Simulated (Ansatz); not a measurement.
Computed with Ansatz, DFT PBE, scalar-relativistic, plane waves, PAW. Settings: cutoff 420 eV, Γ-centred meshes spaced at most about 0.3 Å⁻¹, and about 0.25 Å⁻¹ or finer for metals (2π included), Gaussian smearing. Collinear spin in cells that started with moments and kept them past the coarse steps, no spin elsewhere.

These are static total energies at zero pressure.

Two forms of LiF₃ were relaxed alike.

1. (site moments F 0.7 (×3) μB)

```yaml
crystal:
  lattice:
    - [-2.20510, 2.20510, 2.20510]
    - [2.20510, -2.20510, 2.20510]
    - [2.20510, 2.20510, -2.20510]
  atoms:
    - { symbol: Li, position: [0.00000, 0.00000, 0.00000] }
    - { symbol: F, position: [0.00000, 0.50000, 0.50000] }
    - { symbol: F, position: [0.50000, 0.00000, 0.50000] }
    - { symbol: F, position: [0.50000, 0.50000, 0.00000] }
```

2. (site moments F 1.0, 0.5 (×2) μB)

```yaml
crystal:
  lattice:
    - [3.00160, 0.00000, 0.00000]
    - [-1.50080, 2.59946, 0.00000]
    - [0.00000, 0.00000, 7.04778]
  atoms:
    - { symbol: Li, position: [0.66667, 0.33333, 0.00000] }
    - { symbol: F, position: [0.66667, 0.33333, 0.50000] }
    - { symbol: F, position: [0.33333, 0.66667, 0.13838] }
    - { symbol: F, position: [0.33333, 0.66667, 0.86162] }
```

Question: Which would you expect to be lower, and how large is the difference?

Answer: Cell 1 is lower, by 81 meV/atom. Cell 1 has space group Im-3m (No. 229), 10.7 Å³/atom and no gap on its mesh; cell 2 has space group P-6m2 (No. 187), 13.7 Å³/atom and no gap. Counting F atoms around Li (those within 1.25 times the shortest such distance or 1.15 times the sum of covalent radii; the shortest distance is added where it is long for a bond), cell 1 has Li 6 from 2.2 Å and cell 2 has Li 6. In cell 1, Li is surrounded by 6 F at 2.21 Å; F has 2 Li at 2.21 Å and 4 F at 2.21 Å. In cell 2, Li is surrounded by 6 F at 1.99 Å, 6 Li at 3.00 Å and 8 F at 3.52–3.60 Å; F on a site of symmetry -6m2 is surrounded by 12 F at 3.00–3.08 Å and 2 Li at 3.52 Å (long contacts); F on a site of symmetry 3m has 1 F at 1.95 Å, 3 Li at 1.99 Å and 9 F at 3.00–3.08 Å. Both come from invented guesses.

Weakly bound directions are ill-defined at this level, which has no dispersion term (P-6m2), and this can change margins and order among such cells. The magnetic state reached may not be the lowest. Cells relaxed within their symmetry can be saddle points. Some types were kept out of the candidates beforehand, so the set may lack a known form.
